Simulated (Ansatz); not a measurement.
The elements of this relaxed trial crystal are hidden behind letters.

```
lattice vectors (Å)
   2.4542   -4.4730    0.0000
   2.4542    4.4730    0.0000
   0.0000    0.0000    2.9684
fractional positions
X 0.0000 0.5000 0.5000
X 0.5000 0.0000 0.5000
Z 0.5000 0.5000 0.0000
Q 0.0994 0.9006 0.0000
Q 0.9006 0.0994 0.0000
Q 0.0000 0.0000 0.5000
```

The calculation used DFT PBE, scalar-relativistic, plane waves, PAW in Ansatz. Settings of the last relaxation (6-atom cell): 420 eV, 10×10×12 k points, Gaussian smearing of 0.10 eV, no spin polarisation.

```
Space group                                 : Cmmm (No. 65)
Conventional cell                           : a = 4.908 Å, b = 8.946 Å, c = 2.968 Å
Volume per atom                             : 10.86 Å³
Density                                     : 4.57 g/cm³
Energy over the elements                    : +0.13 eV/atom
Gap on the 10×10×12 mesh of the 6-atom cell : 0 eV (a metal)
```

Energies are uncorrected and count from the elements' standard states at the same level.

Question: X is a p-block element of period 3, Z is a d-block element of period 5 and Q is a p-block element of period 2. Which elements are they?

Answer: X = Al, Z = Nb, Q = B, so the formula is NbAl2B3. Density times volume gives a mean mass of 4.57 × 10.86/1.6605 = 29.9 u per atom, and this set has 29.9 u. Al has 4 B at 2.35 Å, 2 Al at 2.45 Å, 2 B at 2.55 Å, 4 Nb at 2.95 Å and 2 Al at 2.97 Å; Nb is surrounded by 4 B at 2.61 Å, 4 B at 2.87 Å, 8 Al at 2.95 Å and 2 Nb at 2.97 Å; around B on a site of symmetry m2m lie 3 B at 1.73–1.78 Å, 4 Al at 2.35 Å and 2 Nb at 2.61 Å; 1 more site not described. Other sets within the hints have nearly the same mass, so mass alone doesn't settle it; this one was computed.

Symmetry constrained the relaxation, so the result can be a saddle point.
